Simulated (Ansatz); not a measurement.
**TePb4Se3 (I4/mmm) at 3 levels of theory**

One geometry, relaxed with PBE; plane waves with PAW potentials in Ansatz, scalar-relativistic unless the row names spin-orbit coupling. No spin polarisation but for the spin–orbit row. Gaps are the least over mesh and band path; pressure is positive in compression.

```cif
data_structure
_symmetry_space_group_name_H-M 'I4/mmm'
_symmetry_Int_Tables_number 139
_cell_length_a 6.3214
_cell_length_b 6.3214
_cell_length_c 12.6074
_cell_angle_alpha 90.000
_cell_angle_beta 90.000
_cell_angle_gamma 90.000
_cell_volume 503.80
loop_
_atom_site_label
_atom_site_type_symbol
_atom_site_symmetry_multiplicity
_atom_site_Wyckoff_symbol
_atom_site_fract_x
_atom_site_fract_y
_atom_site_fract_z
_atom_site_occupancy
Te1 Te 2 b 0.50000 0.50000 0.00000 1
Pb1 Pb 4 c 0.50000 0.00000 0.00000 1
Pb2 Pb 4 e 0.50000 0.50000 0.25836 1
Se1 Se 4 d 0.00000 0.50000 0.25000 1
Se2 Se 2 a 0.00000 0.00000 0.00000 1
```

| level | cutoff (eV) | k mesh | gap (eV) | pressure (GPa) |
| --- | --- | --- | --- | --- |
| PBE | 420 | 8×8×8 | 0.28 | 0.0 |
| r2SCAN | 500 | 8×8×8 | 0.55 | -0.9 |
| PBE with spin-orbit coupling | 420 | 8×8×8 | 0.06 | -0.2 |

Spin-orbit coupling matters for the bands of heavy elements and enters only rows that name it.

The cell was found from a structure generator's guess, not taken from experiment.
